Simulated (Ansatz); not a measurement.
Calculated field gradients at the nuclei for GePt under strain

The cell is an entry of the Crystallography Open Database (COD), relaxed with PBE at fixed cell and then changed (z stretched by 2 %, ions relaxed).

```cif
data_structure
_symmetry_space_group_name_H-M 'P 1'
_symmetry_Int_Tables_number 1
_cell_length_a 5.7320
_cell_length_b 3.7010
_cell_length_c 6.2098
_cell_angle_alpha 90.000
_cell_angle_beta 90.000
_cell_angle_gamma 90.000
_cell_volume 131.73
loop_
_atom_site_label
_atom_site_type_symbol
_atom_site_fract_x
_atom_site_fract_y
_atom_site_fract_z
_atom_site_occupancy
Ge1 Ge 0.81480 0.75000 0.58646 1
Ge2 Ge 0.18520 0.25000 0.41354 1
Ge3 Ge 0.68520 0.25000 0.08646 1
Ge4 Ge 0.31480 0.75000 0.91354 1
Pt5 Pt 0.99979 0.75000 0.19173 1
Pt6 Pt 0.00021 0.25000 0.80827 1
Pt7 Pt 0.50021 0.25000 0.69173 1
Pt8 Pt 0.49979 0.75000 0.30827 1
```

Sites (sets of like atoms) are named by element and the number of their first atom in this list.

Method: Kohn–Sham DFT in Ansatz, PBE, plane waves and PAW, scalar-relativistic, 420 eV cutoff, Γ-centred 8×13×8 k-points, Fermi–Dirac smearing 0.05 eV.

V_zz is the principal component of the electric field gradient with the largest magnitude, η = (V_xx − V_yy)/V_zz and C_Q = eQV_zz/h.

73Ge: I = 9/2, Q = -196.0 mb. Q values from Pyykkö, Mol. Phys. 116, 1328 (2018).

| site | atoms (order as listed) | first shell | V_xx, V_yy, V_zz (10²¹ V/m²) | η | C_Q (MHz) |
| --- | --- | --- | --- | --- | --- |
| Ge | 1, 2, 3, 4 | 6 Pt at 2.50–2.67 Å, 2 Ge at 3.01 Å | 0.008, 6.90, -6.91 | 1.00 | 32.7 |
| Pt | 5, 6, 7, 8 | 6 Ge at 2.50–2.67 Å, 4 Pt at 2.96–3.02 Å | -1.17, -3.69, 4.87 | 0.52 | – |

Pt has no stable isotope with a ground-state quadrupole moment in the table, so no C_Q is given.

The run finds no gap above 0.1 eV (a metal, or nearly one), so the gradients can move by 10 % or more with the k-mesh. Spin–orbit coupling is left out, which shifts gradients on Pt by a few per cent in wide-gap crystals, and can shift them far more where the calculated gap is small or absent, as here. Where η is near 1 the sign of V_zz means little.
